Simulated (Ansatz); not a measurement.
Zr in space group P6/mmm (No. 191; Zr on 1a, Zr on 2d) under volume change, plane-wave PAW PBEsol (Ansatz code), shape and atoms relaxed at each volume.

| V (Å³/atom) | E − E(relaxed) (meV/atom) | P (GPa) |
|---|---|---|
| 20.205 | 65.9 | 11.34 |
| 20.872 | 27.9 | 7.03 |
| 21.538 | 6.7 | 3.28 |
| 22.204 | 0.0 | 0.00 |
| 22.870 | 6.1 | -2.86 |
| 23.536 | 23.2 | -5.35 |
| 24.202 | 50.1 | -7.53 |

Task: What does a third-order Birch–Murnaghan fit give for V₀, B₀ and B′?

Result: V₀ = 22.20 Å³/atom, B₀ = 102 GPa, B′ = 3.5.

This is a known high-pressure phase of the composition, computed here at zero pressure and temperature. The PBEsol relaxation kept the symmetry of its start; of distortions, only those at the zone centre were tested. The run is not spin-polarised.

Potentials: the earlier of the program's two PAW sets.
